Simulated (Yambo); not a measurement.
Material: CdS (zinc blende, space group F-43m, No. 216); a = 4.119 Å, b = 4.119 Å, c = 4.119 Å, α = 60.00°, β = 60.00°, γ = 60.00° (2 atoms in the cell). Cell and atoms were relaxed with PBEsol from Materials Project entry mp-2469, within its symmetry.

With PBEsol (Quantum ESPRESSO, PseudoDojo norm-conserving, 102 Ry, scalar-relativistic), the gap between the mesh's edge points (Γ → Γ) is 1.012 eV.

Estimate the G0W0 gap between the same points from Yambo (4×4×4 Γ-centred k mesh, bands 5 to 118 and a 10 Ry block in the screening, 118 bands in G with the Bruneval-Gonze terminator, plasmon pole fitted at 27.2 eV).

The correction is 1.181 eV, giving 2.194 eV, 2.2 times the PBEsol value.  Nearest settings tried, and what they do to the gap: 89 bands in W, 89 bands in G: -7 meV; 8 Ry block (169 vectors against 181): -2 meV; 6×6×6 mesh: +53 meV. So the settings aren't converged at that level. Spin-orbit splittings are left out.
